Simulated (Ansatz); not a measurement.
Relaxed TiC (rock salt):

```yaml
crystal:
  lattice:
    - [0.00000, 4.32850, 4.32850]
    - [2.16425, 0.00000, 2.16425]
    - [2.16425, 2.16425, 0.00000]
  atoms:
    - { symbol: C, position: [0.00000, 0.00000, 0.00000] }
    - { symbol: C, position: [0.50000, 0.00000, 0.00000] }
    - { symbol: Ti, position: [0.25000, 0.50000, 0.50000] }
    - { symbol: Ti, position: [0.75000, 0.50000, 0.50000] }
```

A phonon eigenvector at L = (0.5, 0.0, 0.0) is frozen into this cell: atom i moves by Q times the vector below, so Q is the largest atomic displacement, in Å. The cell is held. It is one choice among 2 degenerate patterns. (q is in reciprocal vectors of the primitive cell; the cell shown is doubled to hold the pattern.)

```tsv
atom	x	y	z
C1	0.285	-0.520	0.805
C2	-0.285	0.520	-0.805
```

Atoms not listed stay in place.

Level of theory: r2SCAN (plane waves to 500 eV, PAW, scalar-relativistic; Ansatz, a program for electronic structure). k mesh 9×18×18 (Γ-centred), Fermi-Dirac smearing 0.05 eV. With partly filled bands, energies and forces of such displacements shift with the k mesh and the smearing. The PAW data are Ansatz's earlier set. TiC is run without spin polarisation. TiC was relaxed with its symmetry unable to fall. 

```csv
Q (Å),−dE/dQ from forces (eV/Å)
-0.100,2.938
-0.083,2.450
-0.067,1.961
-0.050,1.472
-0.033,0.981
-0.017,0.491
0.000,0.000
0.017,-0.491
0.033,-0.981
0.050,-1.472
0.067,-1.961
0.083,-2.450
0.100,-2.938
```

Question: What harmonic wavenumber does the curvature at Q = 0 give?

Answer: 577 cm⁻¹. E″ = 29.45 eV/Å², M = Σ mᵢ|uᵢ|² = 24.0 u, ν̃ = 521.5·√(|E″|/M).

(A displaced cell: forces are minus the slopes of the energy, force constants its curvatures, and phonons follow from these.)
